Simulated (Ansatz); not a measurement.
Values for one crystal, relaxed and computed with the program Ansatz at the r²SCAN level (PAW); other levels are named.

```yaml
volume_per_atom: 26.43 Å³
electronic_character: metallic (no gap)
Density of states at the Fermi level: 0.95 states/eV per atom (mean over ±0.08 eV)
Formation energy from the elements (no fitted shifts): -0.33 eV/atom
```

Problem. Which compound is it?
A. ZnCu, CsCl type
B. EuZn5, P6/mmm (Eu on 1a, Zn on 3g, Zn on 2c)
C. LaZn, CsCl type
D. VW3, Fm-3m (V on 4a, W on 8c, W on 4b)

Solution. C, LaZn, CsCl type

Space group Pm-3m (CsCl type). The workflow started from a Materials Project entry (that database holds measured and hypothetical structures alike); the Crystallography Open Database files this formula in space group No. 221, but the cells were not matched. Whether it is the stable phase at ambient conditions was not checked. Symmetry was held in the r²SCAN relaxation; whether a distortion lowers the energy is not shown. The references are the lowest solids computed at this level, not always the standard phases. Spin–orbit coupling is left out wherever it is not named.

Potentials: the later of the program's two PAW sets.
